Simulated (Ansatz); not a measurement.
Relaxed C (graphite type, space group P6_3/mmc):

```yaml
crystal:
  lattice:
    - [2.45522, 0.00000, 0.00000]
    - [-1.22761, 2.12628, 0.00000]
    - [0.00000, 0.00000, 6.67052]
  atoms:
    - { symbol: C, position: [0.00000, 0.00000, 0.25000] }
    - { symbol: C, position: [0.00000, 0.00000, 0.75000] }
    - { symbol: C, position: [0.33333, 0.66667, 0.25000] }
    - { symbol: C, position: [0.66667, 0.33333, 0.75000] }
```

All values below come from r2SCAN+rVV10 (plane waves to 500 eV, PAW, scalar-relativistic; Ansatz, a program for electronic structure). k mesh 12×12×4 (Γ-centred), Fermi-Dirac smearing 0.05 eV. With partly filled bands, energies and forces of such displacements shift with the k mesh and the smearing. C was relaxed with its symmetry unable to fall. The PAW data are Ansatz's earlier set.

One atom of the cell was then moved (with its periodic images), all else fixed, and the forces (eV/Å) came out as:

| atom | Fx | Fy | Fz |
|---|---|---|---|
| C1 | -4.701 | -6.571 | 0.000 |
| C2 | -0.007 | -0.012 | 0.000 |
| C3 | 4.695 | 6.573 | 0.000 |
| C4 | 0.013 | 0.010 | 0.000 |

Q: Which atom was moved, and by which vector (Å)?

A: C1, by (0.12, 0.12, 0.00), 0.16 Å in all.

(A displaced cell: forces are minus the slopes of the energy, force constants its curvatures, and phonons follow from these.)
